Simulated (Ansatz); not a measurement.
CuCl:
```
CuCl
1.0
    0.00000     2.64498     2.64498
    2.64498     0.00000     2.64498
    2.64498     2.64498     0.00000
Cu Cl
1 1
Direct
  0.50000   0.50000   0.50000
  0.25000   0.25000   0.25000
```

x, y and z are the axes in which the lattice vectors are written.

### Question
Give the proper piezoelectric stress tensor with relaxed ions from DFT-PBEsol in the program Ansatz with PAW potentials.

### Answer
In C/m², rows x, y, z, Voigt columns; mesh uncertainty up to 0.01.
```
 0.00   0.00   0.00  -0.44   0.00   0.00
 0.00   0.00   0.00   0.00  -0.44   0.00
 0.00   0.00   0.00   0.00   0.00  -0.44
```

The elastic tensor of the same run (GPa):

```
71.2  58.5  58.5   0.0   0.0   0.0
58.5  71.2  58.5   0.0   0.0   0.0
58.5  58.5  71.2   0.0   0.0   0.0
 0.0   0.0   0.0  15.9   0.0   0.0
 0.0   0.0   0.0   0.0  15.9   0.0
 0.0   0.0   0.0   0.0   0.0  15.9
```

### Question
Convert to strain constants d = e·S.

### Answer
In pC/N:
```
  0.0    0.0    0.0  -27.4    0.0    0.0
  0.0    0.0    0.0    0.0  -27.4    0.0
  0.0    0.0    0.0    0.0    0.0  -27.4
```

Space group F-43m (zinc blende). Symmetry was held in the PBEsol relaxation. No spin polarisation was allowed.

Potentials: the later of the program's two PAW sets.
